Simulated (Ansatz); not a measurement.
Input:

AlGaN2:
```
AlGaN2
1.0
    3.11925     0.00000     0.00000
   -1.55963     2.70135     0.00000
    0.00000     0.00000     5.05310
Al Ga N
1 1 2
Direct
  0.00000   0.00000   0.99948
  0.66667   0.33333   0.49717
  0.66667   0.33333   0.11287
  0.00000   0.00000   0.62686
```

This is the LDA-relaxed structure. Tensor components refer to the Cartesian frame of this cell.

### Question
All from LDA (plane waves, PAW; program Ansatz), unless another level is named. Estimate the bulk modulus (Birch–Murnaghan fit).

### Answer
207 GPa.

### Question
Give the vibrational entropy at 300 K.

### Answer
13.2 J/(K·mol of atoms).

### Question
Give the piezoelectric stress constants (proper, relaxed ions, C/m²).

### Answer
e15 = e24 = 0.35, e16 = e21 = -0.03, e22 = 0.03, e31 = e32 = 0.55, e33 = -1.14.

Space group P3m1. The workflow started from a Materials Project entry (that database holds measured and hypothetical structures alike); the Crystallography Open Database copy checked does not list it. With Al and Ga taken as one species the cell has the higher symmetry P6_3mc, so it may be an ordered model of a mixed-site phase. Whether it is the stable phase at ambient conditions was not checked. Symmetry was held in the LDA relaxation; phonons on a q-mesh show no instability.

Potentials: the later of the program's two PAW sets.
